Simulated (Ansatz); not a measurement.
Y (9R (Sm type), R-3m) under volume change, PBEsol in the plane-wave PAW code Ansatz, shape and atoms relaxed at each volume.

```
V (Å³/atom)  E − E(relaxed) (meV/atom)  P (GPa)
-----------  -------------------------  -------
28.157                            37.4     4.59
29.085                            15.9     2.86
30.014                             3.8     1.34
30.942                             0.0     0.00
31.870                             3.5    -1.19
32.798                            13.5    -2.23
33.727                            29.1    -3.16
```

Question: What does a third-order Birch–Murnaghan fit give for V₀, B₀ and B′?

Answer: V₀ = 30.94 Å³/atom, B₀ = 42.0 GPa, B′ = 3.2.

The first step of the workflow began from a Materials Project structure, measured or hypothetical; the Crystallography Open Database copy checked does not list it. It is not the phase usual at ambient conditions (space group No. 194). The cell was relaxed with PBEsol under the symmetry of its start; of distortions, only those at the zone centre were tested. The workflow began spin-polarised and lost its moments.

Potentials: the later of the program's two PAW sets.
